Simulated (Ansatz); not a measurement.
Here is the system:

BN:
```
BN
1.0
    0.00000     3.33108     2.16132
    1.24962     0.00000     2.16132
    1.24962     3.33108     0.00000
B N
1 1
Direct
  0.00011   0.00011   0.99989
  0.66659   0.66659   0.33341
```

This is the r²SCAN+D4-relaxed structure. Tensor components refer to the Cartesian frame of this cell.

All from DFT-r²SCAN+D4 in the program Ansatz with PAW potentials, unless another level is named. Predict the piezoelectric stress constants (proper, relaxed ions, C/m²).

e15 = -0.37, e24 = -0.06, e31 = -0.36, e32 = -0.03, e33 = 0.38.

What about the highest zone-centre frequency (without LO–TO term)?

170.7 meV.

Predict the bulk modulus (Birch–Murnaghan fit).

31.2 GPa.

Space group Fmm2. The workflow started from a Materials Project entry (that database holds measured and hypothetical structures alike); the Crystallography Open Database copy checked does not list it. It is not the phase usual at ambient conditions (space group No. 186, 194, 216). The r²SCAN+D4 relaxation kept the symmetry of its start. At this level the phase is mechanically unstable. Signs of piezoelectric constants follow the polarity of the cell as given.

Potentials: the earlier of the program's two PAW sets. The files were generated under PBE; for other functionals the program regenerates the frozen cores, and for LDA and PBEsol the local potential too.
